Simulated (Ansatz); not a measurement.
**Structure search: one SrLi₆ candidate**

Theory: DFT PBE, scalar-relativistic, plane waves, PAW in Ansatz. Cutoff 420 eV, Gaussian smearing, Γ-centred meshes. Cell and atoms relax first on a coarse mesh and then on a finer one. In between, the cell is made exact in the group found at 0.06 Å. In metals the finer mesh still leaves noise of several meV/atom or more. The steps can't lower the symmetry of their start. No spin polarisation.

Recipe of this trial structure of SrLi₆: random cell by space group and Wyckoff sites (P6/mmm, No. 191). Lengths were set from tabulated atomic sizes, so they are only a guess.

```yaml
crystal:
  lattice:
    - [5.26498, 0.00000, 0.00000]
    - [-2.63249, 4.55961, 0.00000]
    - [0.00000, 0.00000, 4.79362]
  atoms:
    - { symbol: Li, position: [0.19696, 0.39393, 0.00000] }
    - { symbol: Li, position: [0.60607, 0.80304, 0.00000] }
    - { symbol: Li, position: [0.19696, 0.80304, 0.00000] }
    - { symbol: Li, position: [0.80304, 0.60607, 0.00000] }
    - { symbol: Li, position: [0.39393, 0.19696, 0.00000] }
    - { symbol: Li, position: [0.80304, 0.19696, 0.00000] }
    - { symbol: Sr, position: [0.00000, 0.00000, 0.50000] }
```

The zero of energy is the elements' standard structures at the same level; no fitted shifts are applied.

**Question.** What does it relax into?

**Answer.** The symmetry stays P6/mmm (No. 191). The volume per atom grows by 80.6 %, from 16.4 to 29.7 Å³. The shortest distance goes from 1.80 Å (Li–Li) to 3.00 Å (Li–Li). The ratio c/a of the conventional cell changes by a factor of 0.43. The energy falls by about 1.1 eV/atom (the start's value is from the coarse mesh). Conventional cell: a = 8.492 Å, c = 3.328 Å. Around Li lie 6 Li at 3.00–3.33 Å and 2 Sr at 3.58 Å; Sr is surrounded by 2 Sr at 3.33 Å and 12 Li at 3.58 Å.

```
CELL_PARAMETERS angstrom
8.49197 0.00000 0.00000
-4.24599 7.35426 0.00000
0.00000 0.00000 3.32825
ATOMIC_POSITIONS crystal
Li 0.21543 0.43085 0.00000
Li 0.56915 0.78457 0.00000
Li 0.21543 0.78457 0.00000
Li 0.78457 0.56915 0.00000
Li 0.43085 0.21543 0.00000
Li 0.78457 0.21543 0.00000
Sr 0.00000 0.00000 0.50000
```

**Question.** Give its energy and gap.

**Answer.**

| Item | Value |
| --- | --- |
| Formation energy | +0.23 eV/atom |
| Gap on the 6×6×12 mesh of the 7-atom cell | 0 eV (a metal) |

It can't be a ground state, since the elements alone are lower.

The last run used Gaussian smearing of 0.10 eV. Symmetry constrained the relaxation, so the result can be a saddle point.
